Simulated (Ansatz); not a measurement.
# Guessed and relaxed cells of GeP₅

Recipe of this trial structure of GeP₅: random cell by space group and Wyckoff sites (I4/mmm, No. 139). Lengths were set from tabulated atomic sizes, so they are only a guess.

start.xyz

```xyz
6
Lattice="-2.9578 2.9578 4.0455 2.9578 -2.9578 4.0455 2.9578 2.9578 -4.0455" Properties=species:S:1:pos:R:3 pbc="T T T"
Ge    0.0000    0.0000    0.0000
P     2.9578    0.0000    3.0770
P     0.0000    2.9578    3.0770
P     0.0000    2.9578    0.9686
P     2.9578    0.0000    0.9686
P     0.0000    0.0000    4.0455
```

All numbers below come from DFT PBE, scalar-relativistic, plane waves, PAW in Ansatz. Cutoff 420 eV, Gaussian smearing, Γ-centred meshes. Cell and atoms relax first on a coarse mesh and then on a finer one. In between, the cell is made exact in the group found at 0.06 Å. In metals the finer mesh still leaves noise of several meV/atom or more. The steps can't lower the symmetry of their start. No spin polarisation.

end.xyz

```xyz
6
Lattice="-2.3728 2.3728 4.8451 2.3728 -2.3728 4.8451 2.3728 2.3728 -4.8451" Properties=species:S:1:pos:R:3 pbc="T T T"
Ge    0.0000    0.0000    0.0000
P     2.3728    0.0000    3.4752
P     0.0000    2.3728    3.4752
P     0.0000    2.3728    1.3699
P     2.3728    0.0000    1.3699
P     0.0000    0.0000    4.8451
```

The symmetry stays I4/mmm (No. 139). The volume per atom shrinks by 22.9 %, from 23.6 to 18.2 Å³. The shortest distance goes from 1.94 Å (P–P) to 2.11 Å (P–P). The ratio c/a of the conventional cell changes by a factor of 1.49. The energy falls by about 0.68 eV/atom (the start's value is from the coarse mesh).

```
Volume per atom                             : 18.19 Å³
Density                                     : 3.46 g/cm³
Formation energy                            : +0.53 eV/atom
Gap on the 12×12×12 mesh of the 6-atom cell : 0 eV (a metal)
```

Formation energies are uncorrected and refer to the elements' standard structures at the same level. The references include black phosphorus. The separate elements lie lower, so it is unstable against them.

The last run used Gaussian smearing of 0.10 eV. An odd number of electrons in the primitive cell allows no gap without spin; a larger cell or a magnetic state could open one. The cell is a metal run without spin; a magnetic state may lie lower. The reference form of P is held partly by dispersion forces, which this level lacks. Symmetry constrained the relaxation, so the result can be a saddle point. In all, the 4 runs took 7.9 min on 1 thread of Intel(R) Xeon(R) Processor @ 2.50GHz (Skylake/Cascade Lake) (shared host). Another cell of GeP5 relaxed alike, in P6/mmm, lies 99 meV/atom lower, so this cell isn't the stable form at this level.
